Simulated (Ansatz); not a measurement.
Screening note. All rows share the structure (Cu3Au type) and keep Ni fixed, while the element on the remaining site is varied. Ratios to the reference expose how stiffness follows bond length.

The yardstick is Ni3Si.

Where the numbers come from (Ansatz, a plane-wave PAW program): bond length, volume per atom: PBEsol, relaxed cell; bulk modulus, shear modulus: PBEsol, elastic tensor, Hill average; gap: PBEsol.

Runs started from generated or typed cells of the structure named: Ni3Al. Not checked to be the ambient phase: MnNi3 (Cu3Au type). No claim is made that these are known or stable phases: Ni3Ge (Cu3Au type). Magnetic states: Ni3Al ferromagnetic, as set for this run; FeNi3 ferromagnetic, the lowest of the collinear orders tried; MnNi3 (Cu3Au type) ferromagnetic, the lowest of the collinear orders tried. Run without spin polarisation: Ni3Si, Ni3Ge (Cu3Au type). No gap (0.00) means none at this level, which can close a small real gap. Spin–orbit coupling is left out unless named.

Definitions used: ln(d/d_ref), a natural logarithm; ln(K/K_ref), a natural logarithm; relative value = row/reference.

```tsv
crystal	shortest bond (Å)	V (Å³/atom)	K (GPa)	G (GPa)	gap (eV)	ln(d/d_ref)	ln(K/K_ref)	K (relative)
Ni3Al (Cu3Au type)	2.488	10.89	204	91.9	0.00	0.017	−0.163	0.85
FeNi3 (Cu3Au type)	2.467	10.62	224	110	0.00	0.008	−0.069	0.93
Ni3Si (Cu3Au type), reference	2.447	10.36	240	121	0.00	0.000	0.000	1.00
MnNi3 (Cu3Au type)	2.478	10.76	206	107	0.00	0.013	−0.153	0.86
Ni3Ge (Cu3Au type)	2.493	10.95	219	101	0.00	0.019	−0.092	1.32
```

Q: Check the column «K (relative)» against the rules: one row is wrong. Find and correct it.

A: The row of Ni3Ge (Cu3Au type) shows 1.32. From its own inputs, relative bulk modulus: 219/240 = 0.91. The other rows agree with the rules.

With the correction: In order of relative bulk modulus, highest first: Ni3Si (1.00 ± 0.050), FeNi3 (0.93 ± 0.047) ≈ Ni3Ge (Cu3Au type) (0.91 ± 0.046) ≈ MnNi3 (Cu3Au type) (0.86 ± 0.043) ≈ Ni3Al (0.85 ± 0.043). The ± follows from allowances picked for this note (bulk modulus 5 %), carried to first order and added in quadrature, each row's own inputs moving alone; ≈ joins neighbours closer than their two ± added in quadrature. At the edge of that rule, so that a last digit could turn the call: Ni3Si and FeNi3.

Members need not be the stable phase of their formula. Rows are a sample of the computed members of this series, without regard to agreement with measurement. Limits of the draw: no layered crystals, gaps over 0.2 eV where gaps are compared; for moduli and speeds, an anisotropy index under 2.5, no layered crystals. As a rule kept out of such tables: 4f compounds, open-shell compounds run without a Hubbard term, cells found unstable in the tests at hand, cells close to a higher symmetry, and runs set to a pressure or over 12 % in volume from the crystal's fullest run.
